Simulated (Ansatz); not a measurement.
Starting cell, Mo (bcc, W type):

```
Mo
1.0
   -3.16077     3.16077     3.16077
    1.58038    -1.58038     1.58038
    1.58038     1.58038    -1.58038
Mo
2
Direct
  0.00000   0.00000   0.00000
  0.50000   0.00000   0.00000
```

A phonon eigenvector at N = (0.5, 0.0, 0.0) is frozen into this cell: atom i moves by Q times the vector below, so Q is the largest atomic displacement, in Å. The cell is held. (q is in reciprocal vectors of the primitive cell; the cell shown is doubled to hold the pattern.)

```
atom       x      y      z
----  ------  -----  -----
Mo1    1.000  0.000  0.000
Mo2   -1.000  0.000  0.000
```

Method: PBE (plane waves to 420 eV, PAW, scalar-relativistic; Ansatz, a quantum-chemistry and plane-wave program). k mesh 21×21×21 (Γ-centred), Fermi-Dirac smearing 0.05 eV. The energy includes the smearing's −TS. With partly filled bands, energies and forces of such displacements shift with the k mesh and the smearing. Mo is run without spin polarisation. Mo was relaxed with its symmetry unable to fall. The PAW data are Ansatz's earlier set. The zero of ΔE is the undisplaced structure. The last digit holds for this mesh only.

| Q (Å) | ΔE (meV/cell) |
|---|---|
| -0.180 | 278.6 |
| -0.150 | 185.1 |
| -0.120 | 112.6 |
| -0.090 | 59.8 |
| -0.060 | withheld |
| -0.030 | 6.0 |
| 0.000 | 0.0 |
| 0.030 | 6.0 |
| 0.060 | withheld |
| 0.090 | 59.8 |
| 0.120 | 112.6 |
| 0.150 | 185.1 |
| 0.180 | 278.6 |

### Question
Fit an even polynomial form (powers 2, 4, 6) to the given rows and predict ΔE at Q = 0.060.

### Answer
Least squares on the 11 given rows: ΔE = (6769)·Q² + (84410)·Q⁴ + (-863100)·Q⁶, in meV/cell with Q in Å; root-mean-square residual 0.13 meV/cell. At 0.060 the fit gives 25.4 meV/cell; the calculation gives 25.0 meV/cell, so the interpolation is off by 0.4 (+1.6 %). The quadratic term alone would give 24.4 meV/cell.

(A displaced cell: forces are minus the slopes of the energy, force constants its curvatures, and phonons follow from these.)
